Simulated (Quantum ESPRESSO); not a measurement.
```
GaSb
1.0
    4.30904     0.00000     0.00000
   -2.15452     3.73174     0.00000
    0.00000     0.00000     7.09208
Ga Sb
2 2
Direct
  0.66667   0.33333   0.50038
  0.33333   0.66667   0.00038
  0.66667   0.33333   0.87452
  0.33333   0.66667   0.37452
```

Cell and atoms were relaxed with PBEsol from Materials Project entry mp-1018059, within its symmetry.

What does norm-conserving PBEsol (Quantum ESPRESSO, 80 Ry, with spin-orbit coupling) give for the electronic structure near the Fermi level?

Along the path the PBEsol gap is only about 0.01 eV, below what this setup resolves reliably; no G0W0 run was built on it. Semilocal functionals shrink small gaps, and the order of the bands at the edge may be inverted. 

This is not the ordinary phase of the substance; no match was found in the copy of COD used, and its stability was not checked.
